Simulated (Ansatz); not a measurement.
# Two states of Cs₂CrF₆

```xyz
9
Lattice="0.0000 4.5158 4.5158 4.5158 0.0000 4.5158 4.5158 4.5158 0.0000" Properties=species:S:1:pos:R:3 pbc="T T T"
F     1.7341    4.5158    4.5158
F     4.5158    1.7341    4.5158
F     7.2975    4.5158    4.5158
F     4.5158    7.2975    4.5158
F     4.5158    4.5158    1.7341
F     4.5158    4.5158    7.2975
Cr    0.0000    0.0000    0.0000
Cs    2.2579    2.2579    2.2579
Cs    6.7737    6.7737    6.7737
```

Level: r2SCAN; 500 eV; 5×5×5 Γ-centred mesh; fermi-dirac occupations (width 0.1 eV); Ansatz 0.2.0, fixed geometry.

State A: Cr7 up (collinear spin). State B: no moments (no spin polarisation).

Which state is lower, and how do they differ?

State A is lower by 173.1 meV an atom at zero smearing; in free energy at this smearing B lies +153.1 meV an atom from A.

| state | free energy (meV/atom) | largest moment in a small sphere (μB) | net moment (μB/cell) | gap on mesh (eV) | pressure (GPa) | largest force (eV/Å) |
| --- | --- | --- | --- | --- | --- | --- |
| A | 0.0 | 1.51 | 2.00 | 0.82 | 8.4 | 3.07 |
| B | 153.1 | 0.00 | 0.00 | metal | 8.0 | 2.95 |

Origin: a database entry at a rescaled volume. Caveats: the exchange-correlation potential is rough where the density is thin; forces this large suggest misplaced atoms in the database entry; atoms or cell far from equilibrium; the Fermi level lies in a narrow band between gaps, which spin or distortion may split.
